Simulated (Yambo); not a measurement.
A G0W0@PBEsol run in Yambo for BaTe (rock salt, space group Fm-3m, No. 225) (4×4×4 Γ-centred k mesh, 186 bands and a 6 Ry block in the screening, 186 bands in G with the Bruneval-Gonze terminator, plasmon pole fitted at 27.2 eV) gives these matrix elements, in eV, at the band edges (Γ → X):

| state | E0 | <Vxc> | <Σx> | <Σc(E0)> | Z |
|---|---|---|---|---|---|
| valence edge | 0.000 | -11.613 | -14.255 | 1.281 | 0.805 |
| conduction edge | 1.182 | -7.862 | -4.152 | -3.376 | 0.819 |

### Question
Solve the linearised quasiparticle equation for both states, give the gap, and say how exchange and correlation each act on it.

### Answer
E = E0 + Z(Σx + Σc − Vxc). Valence: 0.000 + 0.805 × (-14.255 + (1.281) − (-11.613)) = -1.10 eV. Conduction: 1.182 + 0.819 × (-4.152 + (-3.376) − (-7.862)) = 1.45 eV. The gap is 2.55 eV, against 1.18 eV in PBEsol. Replacing Vxc by bare exchange alone would open it by 6.35 eV; correlation takes back 4.66 eV of that, and Z scales what is left. Nearest settings tried, and what they do to the gap: 74 bands in G: -69 meV; 3 Ry block (65 vectors against 169): -120 meV. Not varied: bands in W, mesh. So the settings aren't converged at that level. 

The standard potential for Te keeps a d shell in the valence without the s and p states of that shell. In tests on such compounds this moved G0W0 gaps by up to about 0.9 eV, so absolute quasiparticle energies here are unreliable; differences between settings are what counts.

Spin-orbit coupling is included.

Geometry relaxed with PBEsol; primitive cell a = 4.9065 Å, b = 4.9065 Å, c = 4.9065 Å, α = 60.00°, β = 60.00°, γ = 60.00°.
